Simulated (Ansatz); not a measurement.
Ga₂O₃ (beta-Ga2O3 type, space group C2/m)

```cif
data_Ga8O12
_chemical_formula_sum 'Ga8 O12'
_space_group_name_H-M_alt 'C2/m'
_space_group_IT_number 12
_space_group_name_Hall '-C 2y'
_cell_length_a 12.45524
_cell_length_b 3.08345
_cell_length_c 5.87761
_cell_angle_alpha 90.000
_cell_angle_beta 103.703
_cell_angle_gamma 90.000
loop_
_space_group_symop_operation_xyz
  'x, y, z'
  '-x, -y, -z'
  '-x, y, -z'
  'x, -y, z'
  'x+1/2, y+1/2, z'
  '-x+1/2, -y+1/2, -z'
  '-x+1/2, y+1/2, -z'
  'x+1/2, -y+1/2, z'
loop_
_atom_site_label
_atom_site_type_symbol
_atom_site_symmetry_multiplicity
_atom_site_Wyckoff_symbol
_atom_site_fract_x
_atom_site_fract_y
_atom_site_fract_z
_atom_site_occupancy
Ga1 Ga 4 i 0.08991 0.00000 0.79470 1
Ga2 Ga 4 i 0.15850 0.50000 0.31416 1
O1 O 4 i 0.16349 0.00000 0.10919 1
O2 O 4 i 0.17371 0.00000 0.56436 1
O3 O 4 i 0.49603 0.00000 0.25671 1
```
(The calculation used a cell of 10 atoms; values per cell refer to that cell.)

The volume is varied about the relaxed value V₀ at fixed cell shape. The atoms relax within the cell's symmetry.

The numbers are results of PBE (plane waves to 420 eV, PAW, scalar-relativistic; Ansatz, an electronic-structure program), not measurements. k mesh 11×11×6 (Γ-centred), Fermi-Dirac smearing 0.05 eV. E stands for the smeared free energy. With the shape held, the modulus is that of even scaling; a crystal free to change shape is softer. Ga2O3 was relaxed with its symmetry unable to fall. The zero of ΔE is the relaxed starting cell.

```json
[
 {"V (Å³/atom)": "9.869", "ΔE (meV/atom)": "64.0"},
 {"V (Å³/atom)": "10.143", "ΔE (meV/atom)": "34.4"},
 {"V (Å³/atom)": "10.417", "ΔE (meV/atom)": "14.6"},
 {"V (Å³/atom)": "10.691", "ΔE (meV/atom)": "3.5"},
 {"V (Å³/atom)": "10.965", "ΔE (meV/atom)": "0.0"},
 {"V (Å³/atom)": "11.239", "ΔE (meV/atom)": "3.2"},
 {"V (Å³/atom)": "11.514", "ΔE (meV/atom)": "12.4"},
 {"V (Å³/atom)": "11.788", "ΔE (meV/atom)": "26.8"},
 {"V (Å³/atom)": "12.062", "ΔE (meV/atom)": "45.8"}
]
```

**Question.** What is the fitted pressure derivative B₀′?

**Answer.** 4.0.

**Question.** What bulk modulus at fixed cell shape B₀ follows from a third-order Birch-Murnaghan fit?

**Answer.** 157 GPa. Check by three points about V = 10.965 Å³/atom, step 0.274: d²E/dV² ≈ (3.5 − 2·0.0 + 3.2) meV / 0.274² = 0.0892 eV/Å⁶, and V·d²E/dV² × 160.2 = 157 GPa.

(A scan under strain: stresses follow from slopes of the energy per volume, elastic moduli from its curvatures.)
